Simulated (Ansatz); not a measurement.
Input deck for Ansatz 0.2.0, then the block of the output on the nuclei.

The start is a COD entry.

```yaml
crystal:
  lattice:
    - [-3.28625, 3.28625, 2.9816]
    - [3.28625, -3.28625, 2.9816]
    - [3.28625, 3.28625, -2.9816]
  atoms:
    - { symbol: Hf, position: [0.75, 0.25, 0.5] }
    - { symbol: Hf, position: [0.0, 0.0, 0.0] }
    - { symbol: Si, position: [0.25, 0.75, 0.5] }
    - { symbol: Si, position: [0.5, 0.5, 0.0] }
    - { symbol: O, position: [0.1353, 0.3198, 0.8155] }
    - { symbol: O, position: [0.0698, 0.7543, 0.6845] }
    - { symbol: O, position: [0.5043, 0.3198, 0.1845] }
    - { symbol: O, position: [0.0698, 0.3853, 0.3155] }
    - { symbol: O, position: [0.6147, 0.9302, 0.6845] }
    - { symbol: O, position: [0.6802, 0.8647, 0.1845] }
    - { symbol: O, position: [0.2457, 0.9302, 0.3155] }
    - { symbol: O, position: [0.6802, 0.4957, 0.8155] }
kpoints:
  mp_grid: { grid: [5, 5, 5] }
scf:
  occupations: { method: fermi_dirac, width: 0.02 }
hamiltonian:
  xc: pbe
  pseudopotentials: { kind: paw, frozen_core: stored }
output:
  forces: true
  stress: true
  populations: true
  efg: { quadrupole_moments_barn: { Hf: 3.365, O: -0.02558 } }
  write_density: true
  write_potential: true
  elf: true
  volumetric_format: npy
relax:
  f_tol: 0.02
  max_steps: 60
```

```sh
ansatz run input.yaml --threads 1 --pin off --max-ram 3072MiB --backend cpu --events-out ev --progress --plain --runs-dir out
```

The run relaxes the ions first, and the block belongs to the relaxed positions.

Of the output, the block on the nuclei alone is shown; the set-up, the SCF iterations, energies, forces and stress are cut. One atom of each set with nearly equal values is shown.

```
--- PAW observables at the nuclei: V_zz in 10²¹ V/m², potentials from the cell's mean, atoms counted from 1 ---
  atom   1  Hf V_zz =   +13.766765   η = 0.0000   by run symmetry: allowed   C_q = +1120.1374 MHz
            electrostatic potential = -14175.712624 V   contact ρ = none
  atom   3  Si V_zz =    -1.984238   η = 0.0000   by run symmetry: allowed
            electrostatic potential = -1362.578578 V   contact ρ = none
  atom   5  O  V_zz =    +4.957285   η = 0.8508   by run symmetry: allowed   C_q = -3.0662 MHz
            electrostatic potential = -626.553276 V   contact ρ = none
```

The relaxation (4 steps) took 29 s of wall time (30 s of CPU time) and 0.55 GiB at its peak, on 1 thread of Intel Xeon Platinum 8259CL CPU @ 2.50GHz (Skylake/Cascade Lake) (x86_64; 16 cores open to the job, memory cap 3.0 GiB, no GPU), a shared host with a load of 0.4 a core.

At this cell the PBE pressure is 7 GPa, so with PBE the cell would grow if it were relaxed. Without spin–orbit coupling the gradients at and beside Hf can be off by some per cent, at some sites by more.
